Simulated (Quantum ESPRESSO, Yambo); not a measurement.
# Levels of theory for the gap of SrClF

SrClF (space group P4/nmm, No. 129): one geometry, one set of norm-conserving LDA (Quantum ESPRESSO, 84 Ry, no spin-orbit coupling) orbitals, self-energies from Yambo (4×4×2 Γ-centred k mesh, 131 bands and a 6 Ry block in the screening, 131 bands in G with the Bruneval-Gonze terminator, plasmon pole fitted at 27.2 eV).

The geometry is that of Materials Project entry mp-22957, symmetrised and not relaxed again.

| level | gap Γ → Γ (eV) | rough Yambo cost |
|---|---|---|
| LDA (Quantum ESPRESSO) | 5.64 | – |
| exchange only (Hartree-Fock self-energy on LDA orbitals) | 15.09 | about 1/20 (12 states) |
| static COHSEX@LDA | 9.71 | within a factor of two (2 states) |
| G0W0@LDA, plasmon pole | 8.80 | 1 (12 states) |
| G0W0@LDA, multipole fit to 8 frequencies, no terminator | 8.72 | within a factor of two (2 states) |
| G0W0@LDA, plasmon pole, no terminator | 8.79 | about 1/20 (2 states, screening reused) |

Bare exchange has no screening and gives the widest gap; static COHSEX screens it but leaves out the frequency dependence, which G0W0 restores.

Costs are rough ratios of core time on shared machines.

Nearest settings tried, and what they do to the gap: 88 bands in W, 88 bands in G: +69 meV; 5 Ry block (153 vectors against 191): -41 meV. Not varied: mesh. So the settings aren't converged at that level.
